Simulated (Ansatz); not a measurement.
Consider the following.

Si:
```
Si
1.0
    1.91896     1.10791     9.48209
   -1.91896     1.10791     9.48209
    0.00000    -2.21582     9.48209
Si
6
Direct
  0.73591   0.73591   0.73591
  0.81932   0.81932   0.81932
  0.18068   0.18068   0.18068
  0.26409   0.26409   0.26409
  0.95863   0.95863   0.95863
  0.04137   0.04137   0.04137
```

This is the r²SCAN-relaxed structure. Tensor components refer to the Cartesian frame of this cell.

Task: All from r²SCAN in the plane-wave PAW code Ansatz, unless another level is named. Give the smallest direct gap on the standard path.

Result: 1.71 eV.

Task: Predict the band gap.

Result: 0.69 eV (indirect).

Task: Predict the HSE06 gap on the r²SCAN cell.

Result: 1.07 eV.

Task: What about the hole effective mass, band 2 of 2 at the edge?

Result: 0.13 along x, 0.58 along z (mₑ).

Task: And the valence-band maximum?

Result: at Γ.

Task: Next, the conduction-band minimum?

Result: at F (3 equivalent valleys).

Space group R-3m. The start of the workflow was typed in or built on a structure type; neither database checked (COD, Materials Project) lists it. It is not the phase usual at ambient conditions (space group No. 227). Symmetry was held in the r²SCAN relaxation; its stability against distortions is not shown here.

Potentials: the later of the program's two PAW sets.
